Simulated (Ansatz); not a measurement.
A generator proposed this cell of HfBr.

Space group Cmmm (No. 65). a = 4.253 Å, b = 4.692 Å, c = 5.357 Å, α = 90.00°, β = 90.00°, γ = 90.00°
```json
{"atom": "Hf", "site": "2d", "symmetry": "mmm", "x": "0.0000", "y": "0.0000", "z": "0.5000"}
{"atom": "Br", "site": "2b", "symmetry": "mmm", "x": "0.5000", "y": "0.0000", "z": "0.0000"}
```

All numbers below come from DFT PBE, scalar-relativistic, plane waves, PAW in Ansatz 0.2.0. Settings: cutoff 420 eV, Γ-centred mesh 6×6×4 on the computed 2-atom cell, Gaussian smearing of 0.10 eV; no spin polarisation.

Energies over the elements count from the elements' standard structures at the same level, with no fitted energy shifts. The references include crystalline Br.

Problem. How far from equilibrium is it?

Solution. The pressure is -4.9 GPa (the mean over three directions, positive in compression), the largest force is 0.00 eV/Å (symmetry fixes the atoms), and the energy is +0.48 eV/atom against the elements. The shortest distance is 3.17 Å.

Problem. Is it a good guess?

Solution. A rough one: relaxing gains about 0.58 eV/atom (the start's value is from the coarse mesh, so the gain is rough) in 19 ionic steps and ends at −0.11 eV/atom on the finer mesh. The symmetry stays Cmmm (No. 65). The volume per atom shrinks by 14.8 %, from 26.7 to 22.8 Å³. The shortest distance goes from 3.17 Å (Br–Br and Hf–Hf) to 2.84 Å (Hf–Br). Conventional cell: a = 3.148 Å, b = 6.109 Å, c = 4.735 Å. Hf has 4 Br at 2.84 Å, 2 Hf at 3.15 Å and 4 Hf at 3.44 Å; Br has 4 Hf at 2.84 Å, 2 Br at 3.15 Å and 4 Br at 3.44 Å.

The last run used a 20×20×12 mesh (in the run's order of axes) for its 2-atom cell and Gaussian smearing of 0.10 eV. Spin–orbit coupling, which can matter for Hf, is left out. An odd number of electrons in the primitive cell allows no gap without spin; a larger cell or a magnetic state could open one. The cell is a metal run without spin; a magnetic state may lie lower. The reference form of Br is held partly by dispersion forces, which this level lacks. The relaxation can't lower the symmetry of the start, and the grade says only how near the guess is to its own end. A structure relaxed within its symmetry needn't be a true minimum.
